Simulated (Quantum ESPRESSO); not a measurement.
## Band energies of FeSe₂

```
CELL_PARAMETERS angstrom
      4.77959     0.00000     0.00000
      0.00000     5.75626     0.00000
      0.00000     0.00000     3.58090
ATOMIC_POSITIONS crystal
  Fe 0.00000 0.00000 0.00000
  Fe 0.50000 0.50000 0.50000
  Se 0.21326 0.36977 0.00000
  Se 0.78674 0.63023 0.00000
  Se 0.71326 0.13023 0.50000
  Se 0.28674 0.86977 0.50000
```

norm-conserving LDA (Quantum ESPRESSO, 90 Ry, without SOC); path ΓXSYΓZURTZ,YT,UX,SR; energies in eV from the valence-band maximum.

```
k (1/Å)  point  band 44  band 45  band 46  band 47  band 48  band 49  band 50  band 51
-------  -----  -------  -------  -------  -------  -------  -------  -------  -------
0.00         Γ    -0.88    -0.88    -0.86    -0.83    -0.52     0.79     1.11     2.52
0.66              -1.49    -1.01    -0.81    -0.38    -0.30     0.67     1.11     1.37
0.88         X    -1.51    -0.83    -0.83    -0.50    -0.50     0.90     0.90     1.21
1.53         S    -1.02    -0.77    -0.77    -0.45    -0.45     0.88     0.88     1.43
2.24              -0.93    -0.80    -0.80    -0.19    -0.19     0.89     0.89     1.85
2.41         Y    -1.02    -0.75    -0.75    -0.20    -0.20     1.34     1.34     1.71
3.07         Γ    -0.88    -0.88    -0.86    -0.83    -0.52     0.79     1.11     2.52
3.62         Z    -0.99    -0.86    -0.86    -0.39    -0.39     0.67     0.67     2.12
4.32              -1.76    -1.23    -1.23    -0.39    -0.39     0.28     0.28     1.94
4.49         U    -1.88    -1.34    -1.34    -0.48    -0.48     0.20     0.20     1.92
4.99              -1.39    -0.75    -0.75    -0.46    -0.46     0.91     0.91     1.62
5.15         R    -1.43    -0.59    -0.59    -0.46    -0.46     1.07     1.07     1.64
5.68              -1.69    -0.67    -0.67    -0.66    -0.66     1.07     1.07     1.42
6.03         T    -1.28    -1.11    -1.11    -0.94    -0.94     0.75     0.75     1.80
6.19              -1.37    -0.90    -0.90    -0.74    -0.74     0.86     0.86     1.91
6.68         Z    -0.99    -0.86    -0.86    -0.39    -0.39     0.67     0.67     2.12
6.68         Y    -1.02    -0.75    -0.75    -0.20    -0.20     1.34     1.34     1.71
7.23         T    -1.28    -1.11    -1.11    -0.94    -0.94     0.75     0.75     1.80
7.23         U    -1.88    -1.34    -1.34    -0.48    -0.48     0.20     0.20     1.92
7.78         X    -1.51    -0.83    -0.83    -0.50    -0.50     0.90     0.90     1.21
7.78         S    -1.02    -0.77    -0.77    -0.45    -0.45     0.88     0.88     1.43
8.32         R    -1.43    -0.59    -0.59    -0.46    -0.46     1.07     1.07     1.64
```

The LDA gap is indirect, 0.20 eV, from 33 % of the way from Y to Γ to U; the smallest direct gap is 0.67 eV.

Spin-orbit splittings are left out. The 3d shell has no Hubbard U; the runs are without spin polarisation, and magnetic order was not tried.

Geometry of the Materials Project entry, not relaxed at this level.

Letters of k points follow the standard setting of the lattice, whose axes may be ordered differently from the printed cell.
